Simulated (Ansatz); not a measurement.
**SiO2 and a variant**

Base: a COD entry whose atoms were relaxed with PBE, the cell held.

```
CELL_PARAMETERS angstrom
4.97270 0.00000 0.00000
0.00000 4.97270 0.00000
0.00000 0.00000 6.92570
ATOMIC_POSITIONS crystal
Si 0.30549 0.30549 0.00000
Si 0.19451 0.80549 0.25000
Si 0.69451 0.69451 0.50000
Si 0.80549 0.19451 0.75000
O 0.23645 0.11665 0.18516
O 0.38335 0.73645 0.43516
O 0.76355 0.88335 0.68516
O 0.61665 0.26355 0.93516
O 0.73645 0.38335 0.56484
O 0.88335 0.76355 0.31484
O 0.26355 0.61665 0.06484
O 0.11665 0.23645 0.81484
```

Sites (sets of like atoms) are named by element and the number of their first atom in this list.

All values are calculated (Ansatz; DFT, PBE, plane waves and PAW, scalar-relativistic, 420 eV cutoff, Γ-centred 6×6×5 k-points, Fermi–Dirac smearing 0.02 eV), not measured.

(1) Variant: z compressed by 2 %, ions relaxed. What happens to the gradients (10²¹ V/m²)?

## Answers

(1) 

```
site             atoms  V_zz base  η base  V_zz variant  η variant
  Si        1, 2, 3, 4      -0.40    0.90          0.43       0.51
   O  5, 6, 7, 8, 9, …       9.45    0.19          9.37       0.23
```

The largest change of V_zz along a kept axis is on O, from 9.45 to 9.37. In per cent, |V_zz| changes by -1 on O (all sites that start above 0.5). On Si the largest principal value lies along another axis in the second run, so the two V_zz can't be compared directly.
